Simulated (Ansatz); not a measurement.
Crystals of one structure type (rock salt) and one family of elements, relaxed and computed with plane-wave PAW PBEsol (Ansatz code).

```json
[
 {"crystal": "GaSb", "K_Hill (GPa)": "64.8", "G_Hill (GPa)": "18.3"},
 {"crystal": "InAs", "K_Hill (GPa)": "71.5", "G_Hill (GPa)": "29.5"},
 {"crystal": "GaAs", "K_Hill (GPa)": "82.0", "G_Hill (GPa)": "26.0"},
 {"crystal": "AlAs", "K_Hill (GPa)": "89.2", "G_Hill (GPa)": "38.2"},
 {"crystal": "GaP", "K_Hill (GPa)": "99.8", "G_Hill (GPa)": "?"},
 {"crystal": "BP", "K_Hill (GPa)": "171", "G_Hill (GPa)": "57.2"}
]
```

Fit a straight line to ln G against ln K and predict the withheld value.

Least squares on the 5 shown rows: ln G = 1.02 × ln K + (-1.138), with a scatter of 16 %. For GaP this gives 35.1. The run itself gave 35.8, within the scatter.

Typed or built starts, not in the databases checked: GaSb, rock salt; GaAs, rock salt; GaP, rock salt; BP, rock salt. Not the usual ambient phase: GaSb, rock salt; InAs, rock salt; GaAs, rock salt; AlAs, rock salt; GaP, rock salt; BP, rock salt. All cells were relaxed under the symmetry of their starts (and spin orders); stability against distortions was not tested throughout. Scalar-relativistic: spin–orbit coupling is off unless named, which matters more the heavier the elements.

Potentials: the later of the program's two PAW sets.
